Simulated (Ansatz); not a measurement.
A geometry of CsCl away from equilibrium: the start of the relaxation of a generated cell, CsCl built in the AFLOW prototype AB_tP8_136_g_f (as in BeO). Computed with r2SCAN (plane waves to 500 eV, PAW, scalar-relativistic; Ansatz, a program for electronic structure). Γ-centred k-mesh 3×3×5 on the run's cell (coarser than for final values), Fermi–Dirac smearing 0.05 eV.

```xyz
8
Lattice="8.9240 0.0000 0.0000 0.0000 8.9240 0.0000 0.0000 0.0000 5.1478" Properties=species:S:1:pos:R:3 pbc="T T T"
Cl     2.9985     5.9256     0.0000
Cl     7.4605     7.4605     2.5739
Cl     1.4635     1.4635     2.5739
Cl     5.9256     2.9985     0.0000
Cs     2.7664     2.7664     0.0000
Cs     7.2285     1.6956     2.5739
Cs     1.6956     7.2285     2.5739
Cs     6.1576     6.1576     0.0000
```

Which atoms carry the largest force, and which way does it point?

0.12 eV/Å, on Cl1, Cl2, Cl3, Cl4 (atoms numbered as listed); on Cl3 its components are (0.08, 0.08, 0.00).

What is the pressure?

+2.6 GPa, compression positive.

How far above the relaxed end point is this geometry?

0.20 eV/atom; the path ends in Fm-3m (No. 225) (rock salt type).

No spin polarisation in the result.

The run could not lose the symmetry of its start.

The first start was generated by placing the elements on the sites of a structure type. A measured structure of CsCl has the same space group, Fm-3m (No. 225); the sites were not compared with it. Another known form has space group No. 221.
